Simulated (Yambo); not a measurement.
G0W0@LDA for RbHgF$_{3}$ (cubic perovskite, space group Pm-3m, No. 221) in Yambo. Reference settings: 4×4×4 Γ-centred k mesh, bands 5 to 143 and a 7 Ry block in the screening, 143 bands in G with the Bruneval-Gonze terminator, plasmon pole fitted at 27.2 eV. The LDA gap R → Γ on this mesh is 0.35 eV; G0W0 gaps are taken between the same points.

Gap (R → Γ) in eV against the number of bands and the screening block, terminator on:

```
bands (W and G)   2 Ry   3 Ry   4 Ry   6 Ry   7 Ry
---------------  -----  -----  -----  -----  -----
41               3.853  3.473  3.431  3.368  3.359
60               3.441  2.999  2.955  2.899  2.898
84               3.211  2.721  2.673  2.623  2.627
112              3.119  2.595  2.547  2.501  2.504
143              3.082  2.543  2.493  2.453  2.457
```

Rough cost of the Yambo step against the reference (shared machines):

```csv
bands (W and G),2 Ry,3 Ry,4 Ry,6 Ry,7 Ry
41,1/8,1/8,1/8,1/6,1/5
60,1/4,1/4,1/4,1/4,1/3
84,1/3,1/3,1/3,1/2,~1
112,~1,~1,~1,~1,~1
143,~1,~1,~1,~1,1
```

At the largest block the last step in bands moves the gap by -0.047 eV; at the most bands the last step in the block moves it by 0.004 eV.

Spin-orbit coupling is left out, which matters for elements this heavy: edges can move by tenths of an eV. The cell is held in this high symmetry; tilts and polar distortions were not searched.

Geometry of the Materials Project entry, not relaxed at this level; primitive cell a = b = c = 4.549 Å, α = β = γ = 90.00°.
